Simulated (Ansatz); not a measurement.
Ansatz (a first-principles code) input:

Ansatz 0.2 input:
```yaml
crystal:
  lattice:
    - [-2.0068011768, 2.0068011768, 5.3481861873]
    - [2.0068011768, -2.0068011768, 5.3481861873]
    - [2.0068011768, 2.0068011768, -5.3481861873]
  atoms:
    - { symbol: Zr, position: [0.0, 0.0, 0.0] }
    - { symbol: Zr, position: [0.75, 0.25, 0.5] }
    - { symbol: O, position: [0.7986365392, 0.7986365392, 0.0] }
    - { symbol: O, position: [0.5486365392, 0.0486365392, 0.5] }
    - { symbol: O, position: [0.9513634608, 0.4513634608, 0.5] }
    - { symbol: O, position: [0.2013634608, 0.2013634608, 0.0] }
kpoints:
  mp_grid: { grid: [10, 10, 10] }
hamiltonian:
  xc: r2scan
  pseudopotentials: { kind: paw }
scf:
  occupations: { method: fixed }
checkpoint: { read: static.run }
output: { bader: true, populations: true }
```

Output (shortened):

```
basis.fft_grid_basis auto: the FFT boxes are laid along the combinations [[1, 0, 1], [0, 1, 1], [0, 0, 1]] of the cell's own vectors, 4.014, 4.014 and 6.055 Å …
Pseudopotential: Zr, paw, valence charge 12
Pseudopotential: O, paw, valence charge 6
Functional definition: r2SCAN
Crystal: 6 atoms, lattice volume = 86.154 Å³
Basis set: ecut = 500 eV, 2163 PW (Γ), FFT grids on a1+a3, a2+a3, a3, exchange–correlation on 120×120×180 points (64 copies of the dense FFT grid, shifted against one another)
Bands: 30, of which v1, the nominal top of the filled ones, is band 24 counted from 1 (23 counted from 0)
Symmetry: 16 space group operations
Space group: I41/amd (ITA 141), of the structure as read, at distance tolerance 4.4e-5 Å
k-points: 102 of 1000
Stability of the state it starts from, as read at its close in the unpolarized treatment …
iter 1 solved again at ethr=2.61e-8 eV; its pass at ethr=3.10e-3 eV (dr2=1.25e-5 eV) is discarded
SCF iter   1: F=—  HF=-10676.167476 eV  |F-HF|=—  |Δ(HF+E_count)|=         —  Δρ=5.97e-7  dr2=5.39e-11  dr2_τ=2.62e-11  ethr=2.61e-8  ⟨swp⟩=3.6  Hψ=19747  notcnv=0  defer=408
preconditioner: auto → Resta (q_TF=auto, 2.475 Å⁻¹)
SCF iter   2: F=-10676.167476 eV  HF=-10676.167476 eV  |F-HF|=7.28e-12  |Δ(HF+E_count)|=   1.51e-8  Δρ=2.63e-7  dr2=2.01e-11  dr2_τ=2.20e-11  ethr=1.00e-12  ⟨swp⟩=9.6  Hψ=13680  notcnv=0
SCF 1 converged in 2 iterations: F = -10676.167476 eV  dr2 = 2.01e-11
SCF converged after 2 iterations
Free energy (F): -10676.167476 eV
Harris-Foulkes:  -10676.167476 eV  (|F-HF|=7.28e-12)
Internal energy: -10676.167476 eV  (E = F + TS)
E sigma→0 (E₀):  -10676.167476 eV
Fermi energy:    6.512323 eV
--- Per-component energies (eV) ---
  E_band       = -369.055891
  E_kinetic    = 1375.479240
  E_local      = -3299.132548  (includes V_loc(G=0)·N_el)
  E_nonlocal   = 338.969219
  E_hartree    = 1159.717540
  E_xc         = -609.101845
  E_vxc        = -850.981868  (∫ρ·V_xc dr)
  E_paw        = -6579.084817  (= ΣΔE_a)
  E_vpaw       = -305.490815  (= ΣTr[D̂ρ^β])
  E_aug_tail   = 0.004219  (compensation charges beyond the density's cutoff)
  E_vtau       = 52.661506  (kinetic-family band-sum trace: ∫τ·v_τ [+ j·A + Jᵃ·Aᵃ] dr)
  E_ewald      = -3062.561236
  E_core_change = -0.457247  (= ΣΔE_core)
  E_smearing   =  0.000000  (= −TS)
  E_closure    =  0.000000  (closes the sum)
  Σ components = -10676.167476   (vs F -10676.167476, Δ=0.00e0)
  [band-id]    e_kinetic+e_local+e_nonlocal+2·e_hartree+e_vxc+e_vpaw+e_augmentation_tail+e_vtau = -369.055968   (vs E_band -369.055891, Δ=-7.64e-5)
--- Band table (eV; the first three rows and the last of 102) ---
  k-point 0: bands = ["-41.9216", "-41.8401", "-19.8479", "-19.3137", "-19.3137", "-19.2086", "-19.2086", "-19.0235", "-11.0335", "-10.5643", "-10.2995", "-10.0794", "2.8973", "3.6908", "3.6908", "4.1359", "5.0656", "5.0656", "5.0719", "5.7670", "6.2228", …
  k-point 1: bands = ["-41.9185", "-41.8410", "-19.8517", "-19.3649", "-19.3438", "-19.2460", "-19.2129", "-19.0178", "-10.9246", "-10.4734", "-10.2103", "-10.0058", "2.9214", "3.4693", "3.5051", "4.0935", "4.8861", "5.2171", "5.2183", "5.8963", "5.9005", …
  k-point 2: bands = ["-41.9099", "-41.8440", "-19.8626", "-19.4861", "-19.4199", "-19.3411", "-19.2171", "-19.0182", "-10.6348", "-10.2385", "-9.9737", "-9.8112", "2.9963", "3.0920", "3.1379", "4.0675", "4.4837", "5.0824", "5.3133", "5.4627", "5.5050", …
  k-point 101: bands = ["-41.8810", "-41.8810", "-19.4555", "-19.4555", "-19.3502", "-19.3502", "-19.1709", "-19.1709", "-10.6004", "-10.6004", "-10.3696", "-10.3696", "3.3955", "3.3955", "3.5878", "3.5878", "5.2220", "5.2220", "5.4920", "5.4920", "5.8978", …
--- Löwdin populations: 6 sites ---
  site symbol       q [e]
     0     Zr     10.4377
     1     Zr     10.4377
     2      O      6.7275
     3      O      6.7275
     4      O      6.7275
     5      O      6.7275
  spilling = 0.004470 (of n_electrons = 48.000000)
--- Bader charges: 6 sites ---
  site symbol  charge [e]  shift [e]
     0     Zr      2.6914     0.0009
     1     Zr      2.6914     0.0009
     2      O     -1.3457     0.0004
     3      O     -1.3457     0.0004
     4      O     -1.3457     0.0004
     5      O     -1.3457     0.0004
  shift: an alarm, by how much a part of what the PAW files miss would move the charge. Where it is large, compare
  with a run on PAW files of another source; a small one proves nothing
  estimated error of the sums over rays = 3.6e-4 e
```

Cost: around 80 core-seconds (rough) on shared cores.

Space group I4_1/amd (anatase). The first step of the workflow began from a Materials Project structure, measured or hypothetical; the Crystallography Open Database copy checked does not list it. It is not the phase usual at ambient conditions (space group No. 14). The cell was relaxed with r²SCAN under the symmetry of its start; whether a distortion lowers the energy is not shown. The run is not spin-polarised. Scalar-relativistic: spin–orbit coupling is off unless named, which matters more the heavier the elements.

Potentials: the later of the program's two PAW sets.

Ansatz is a plane-wave DFT program.
